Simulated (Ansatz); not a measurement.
An elastic tensor (GPa, Voigt order, standard axes) from PBEsol (plane waves, PAW; program Ansatz):

```
 181   149   149   0.0   0.0   0.0
 149   181   149   0.0   0.0   0.0
 149   149   181   0.0   0.0   0.0
 0.0   0.0   0.0  41.2   0.0   0.0
 0.0   0.0   0.0   0.0  41.2   0.0
 0.0   0.0   0.0   0.0   0.0  41.2
```

Problem. Which compound is it?
A. SiNi3, Cu3Au type
B. La3In, Cu3Au type
C. TiPd3, Cu3Au type
D. AgAu3, Cu3Au type

Solution. D, AgAu3, Cu3Au type

Space group Pm-3m (Cu3Au type). The first step of the workflow began from a Materials Project structure, measured or hypothetical; the Crystallography Open Database copy checked does not list it. Whether it is the stable phase at ambient conditions was not checked. The PBEsol relaxation kept the symmetry of its start; its stability against distortions is not shown here. No spin polarisation was allowed. As this level gives no gap, shear constants depend on the k-mesh and smearing (Fermi–Dirac, 0.1 eV here). Scalar-relativistic: spin–orbit coupling is off unless named, which matters more the heavier the elements.

Potentials: the later of the program's two PAW sets.
